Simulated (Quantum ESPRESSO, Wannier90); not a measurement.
**TiFe (CsCl type), plane waves to Wannier functions**

```xyz
2
Lattice="2.9387 0.0000 0.0000 0.0000 2.9387 0.0000 0.0000 0.0000 2.9387" Properties=species:S:1:pos:R:3 pbc="T T T"
Ti     0.0000     0.0000     0.0000
Fe     1.4693     1.4693     1.4693
```

Materials Project entry mp-305; symmetrised, unrelaxed at this level. COD (Crystallography Open Database) has an entry of this formula and space group (matched by these alone). Method: PBEsol plane waves in Quantum ESPRESSO 7.5 (PseudoDojo norm-conserving files, 72 Ry, no spin polarisation, no spin-orbit coupling), Bloch states on a 8×8×8 mesh through Γ, Wannier90 4.0.1. Density: 14×14×14 mesh, cold smearing 0.01 Ry. A non-magnetic state is assumed; magnetic ones were not tried.

A tight-binding model is made by disentanglement and projection with no localisation steps (num_iter = 0), so the 18 orbitals stay atom-like: hydrogen-like Ti: s;p;d; Fe: s;p;d, axes along x, y, z; frozen window up to 1.50 eV relative to the Fermi level. It follows pw.x to 5.3 meV rms for states up to 1.0 eV relative to the Fermi level. Matrix elements depend on this choice of orbitals and windows.

### Question
What are the on-site energies relative to the Fermi level, and how fast do the hoppings decay?

### Answer
```
atom     orbitals  energy (eV)
----  -----------  -----------
Ti1             s        11.06
Ti1      pz px py        15.78
Ti1    dz2 dx2-y2         1.48
Ti1   dxz dyz dxy         1.62
Fe2             s         7.58
Fe2      pz px py        12.64
Fe2    dz2 dx2-y2        -1.17
Fe2   dxz dyz dxy        -1.08
```

```json
[
 {"distance of the centres (Å)": "2–3", "largest modulus (eV)": "2.5"},
 {"distance of the centres (Å)": "4–5", "largest modulus (eV)": "0.34"},
 {"distance of the centres (Å)": "5–6", "largest modulus (eV)": "0.21"},
 {"distance of the centres (Å)": "6–7", "largest modulus (eV)": "0.048"},
 {"distance of the centres (Å)": "7–8", "largest modulus (eV)": "0.070"},
 {"distance of the centres (Å)": "8–9", "largest modulus (eV)": "0.025"},
 {"distance of the centres (Å)": "9–10", "largest modulus (eV)": "0.014"},
 {"distance of the centres (Å)": "10–11", "largest modulus (eV)": "0.011"}
]
```
